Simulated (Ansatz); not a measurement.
OsC:
```yaml
crystal:
  lattice:
    - [2.66628, 0.00000, 0.00000]
    - [0.00000, 2.66628, 0.00000]
    - [0.00000, 0.00000, 2.66628]
  atoms:
    - { symbol: Os, position: [0.00000, 0.00000, 0.00000] }
    - { symbol: C, position: [0.50000, 0.50000, 0.50000] }
```

Relaxed with PBEsol. Special points in fractions of this cell's reciprocal vectors: Γ (0.000, 0.000, 0.000); X (0.000, 0.500, 0.000); M (0.500, 0.500, 0.000); R (0.500, 0.500, 0.500).

### Question
List the band energies nearest the Fermi level at these points for PBEsol in the plane-wave PAW code Ansatz.

### Answer
In eV from the Fermi level; about four levels below and three above (degenerate sets whole), none deeper than 8.9 eV; points with the same levels are listed once.

```csv
k,below,above
Γ,-6.84 -6.84 -0.59 -0.59 -0.59,0.24 0.24 0.24
X,-5.88 -4.87 -4.87,0.65 2.20 5.52 5.52
M,-5.57 -5.57 -2.23 -2.23,0.78 1.78 2.61
R,-8.52,2.81 2.81 6.38 6.38 6.38
```

Space group Pm-3m (CsCl type). The cell is a constructed one: a structure type filled with these elements; neither database checked (COD, Materials Project) lists it. Whether it is the stable phase at ambient conditions was not checked. The PBEsol relaxation kept the symmetry of its start. At this level the phase is dynamically unstable (imaginary phonons). No spin polarisation was allowed. Scalar-relativistic: spin–orbit coupling is off unless named, which matters more the heavier the elements.

Potentials: the later of the program's two PAW sets.
